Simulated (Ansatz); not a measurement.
BeAg:
```
BeAg
1.0
    2.94702     0.00000     0.00000
    0.00000     2.94702     0.00000
    0.00000     0.00000     2.94702
Be Ag
1 1
Cartesian
  0.00000   0.00000   0.00000
  1.47351   1.47351   1.47351
```

Relaxed with PBE. Special points in fractions of this cell's reciprocal vectors: Γ (0.000, 0.000, 0.000); X (0.000, 0.500, 0.000); M (0.500, 0.500, 0.000); R (0.500, 0.500, 0.500).

Problem. List the band energies nearest the Fermi level at these points for DFT-PBE with spin–orbit coupling in the program Ansatz with PAW potentials.

Solution. In eV from the Fermi level; about four levels below and three above (degenerate sets whole), none deeper than 8.9 eV; points with the same levels are listed once.

```
k                                below                          above
-  -----------------------------------  -----------------------------
Γ  -4.68 -4.68 -4.68 -4.68 -4.34 -4.34  4.27 4.27 4.48 4.48 4.48 4.48
X              -4.46 -4.46 -2.38 -2.38            8.27 8.27 8.31 8.31
M              -2.35 -2.35 -2.14 -2.14            2.82 2.82 3.27 3.27
R              -3.83 -3.83 -3.83 -3.83            3.60 3.60 3.73 3.73
```

Space group Pm-3m (CsCl type). The start of the workflow was typed in or built on a structure type; neither database checked (COD, Materials Project) lists it. Its standing as an ambient phase is unchecked. The cell was relaxed with PBE under the symmetry of its start; whether a distortion lowers the energy is not shown. No spin polarisation was allowed. Its formation energy is positive at this level, so the cell may be metastable or incomplete.

Potentials: the earlier of the program's two PAW sets.
